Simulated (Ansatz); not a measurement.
MoRu:
Space group P-6m2 (No. 187); a = b = 2.7534 Å, c = 4.4256 Å, α = β = 90.00°, γ = 120.00°

| atom | site | symmetry | x | y | z |
|---|---|---|---|---|---|
| Mo | 1e | -6m2 | 0.6667 | 0.3333 | 0.0000 |
| Ru | 1d | -6m2 | 0.3333 | 0.6667 | 0.5000 |

Relaxed at zero pressure with r²SCAN in the plane-wave PAW code Ansatz.

Question: The volume is raised by 3 % and shape and atoms relax at that volume. What pressure results, and how do the axes share the change?

Answer: -8.1 GPa; a 1.0 %, b 1.0 %, c 0.9 %; the energy rises by 11 meV/atom.

Question: Give the new structure.

Answer: 
Space group P-6m2 (No. 187); a = 2.782 Å, b = 2.782 Å, c = 4.466 Å, α = 90.00°, β = 90.00°, γ = 120.00°

| atom | site | symmetry | x | y | z |
|---|---|---|---|---|---|
| Mo | 1e | -6m2 | 0.6667 | 0.3333 | 0.0000 |
| Ru | 1d | -6m2 | 0.3333 | 0.6667 | 0.5000 |

The phase is kept; no other phase was compared at this pressure.

The workflow started from a Materials Project entry (that database holds measured and hypothetical structures alike); the Crystallography Open Database copy checked does not list it. With Mo and Ru taken as one species the cell has the higher symmetry P6_3/mmc, so it may be an ordered model of a mixed-site phase. Its standing as an ambient phase is unchecked. The cell was relaxed with r²SCAN under the symmetry of its start; of distortions, only those at the zone centre were tested. The run is not spin-polarised. Axis ratios of metals converge slowly with the k-mesh, so a and c are less sure than the volume.

Potentials: the later of the program's two PAW sets.
